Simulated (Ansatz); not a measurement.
Computed with Ansatz (plane waves, PAW, 420 eV cutoff): PBE, scalar-relativistic, collinear spin, 8×8×4 k-mesh, Gaussian smearing of 0.05 eV; PAW files: Ansatz's generated set soft_2.

A crystal of composition XTe2, relaxed at this level of theory, gives this pattern between 10° and 80°.

Cu Kα1 powder pattern (kinematic, no thermal factors).
```tsv
2θ (°)	relative intensity
20.32	34
23.51	7
33.49	100
39.49	19
41.33	2
48.09	18
52.72	8
54.20	3
59.87	37
63.92	6
70.37	11
74.12	6
75.35	1
```

**Question.** Which lattice and cell does the pattern come from?

**Answer.** Cubic, space group Fm-3m (No. 225), a = 7.562 Å, b = 7.562 Å, c = 7.562 Å, α = 90.00°, β = 90.00°, γ = 90.00°. The line positions fix the lattice at most, not the space group, and lines under 1 % of the strongest aren't listed; this is the group of the computed cell.

A compound XTe2 has these computed properties.

* Band gap: zero (metallic)
* Density of states at the Fermi level: about 2 states/(eV·atom)
* Magnetic state: antiferromagnetic
* Site spin moments: X 6.64, -6.64; Te -0.08, 0.08 μB
* Spin moment of the cell: 0.00 μB
* Bader charges: X 1.42; Te -0.71 e
* f electrons (orthogonalised atomic orbitals): X 6.72
* Formation energy from the elements (0 K, uncorrected): -0.90 eV/atom
* Bulk modulus (Birch–Murnaghan): 34 GPa
* Pressure derivative B0′: 4.5

Sites: X on 4a, Te on 8c.

**Question.** Which element is X?
A. Tb
B. Pm
C. Gd
D. Eu

**Answer.** D. X is Eu, so the compound is EuTe2.

The cell came from substitution into a structure type; whether the compound takes it is for experiment to say.

Without a U the 4f levels of Eu lie too near the Fermi level, so their share of the states there, and what hangs on it, is overstated. These numbers lack spin–orbit coupling. The run wasn't fully tested for a lower electronic state. Site moments are of spin, integrated over atomic spheres. A displaced or strained copy of the relaxed cell lay 0.7 meV/atom lower, so on this mesh the structure isn't a minimum; in a metal a finer mesh can change so small a difference.
